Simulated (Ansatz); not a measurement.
# Profile along the Cu–Cu line in Cu3Au (Cu3Au type)

Cu₃Au (Cu3Au type), conventional cell a = 3.7805 Å, b = 3.7805 Å, c = 3.7805 Å, α = 90.00°, β = 90.00°, γ = 90.00°. The calculation uses the primitive cell of 4 atoms, to which meshes and values per cell refer.

Fields along a shortest Cu–Cu line of a {110} plane (2.67 Å), from Cu to Cu, interpolated on the slice's grid (step about 0.2 Å). These are PBE (plane waves to 420 eV, PAW, scalar-relativistic; Ansatz, a quantum-chemistry and plane-wave program) values and carry that method's errors. k mesh 12×12×12. Inside the PAW spheres the values are not all-electron values, and peaks at nuclei hang on which shells count as valence. Cu3Au is run without spin polarisation. Cu3Au was relaxed with its symmetry unable to fall. Spin-orbit coupling is left out, though Au is heavy.

| distance from Cu (Å) | valence electron density (e/Å³) | electron localisation function |
|---|---|---|
| 0.00 | 70.00 | x |
| 0.27 | 35.21 | x |
| 0.53 | 6.41 | 0.32 |
| 0.80 | 1.01 | 0.18 |
| 1.07 | 0.30 | 0.16 |
| 1.33 | 0.22 | 0.21 |
| 1.60 | 0.30 | 0.16 |
| 1.87 | 1.01 | 0.18 |
| 2.14 | 6.41 | 0.32 |
| 2.40 | 35.21 | x |
| 2.67 | 70.00 | x |

x: too close to a nucleus for the ELF to mean much.

Density on the Cu–Cu line (2.67 Å) at its midpoint: 0.22 e/Å³. ELF at that point: 0.21.
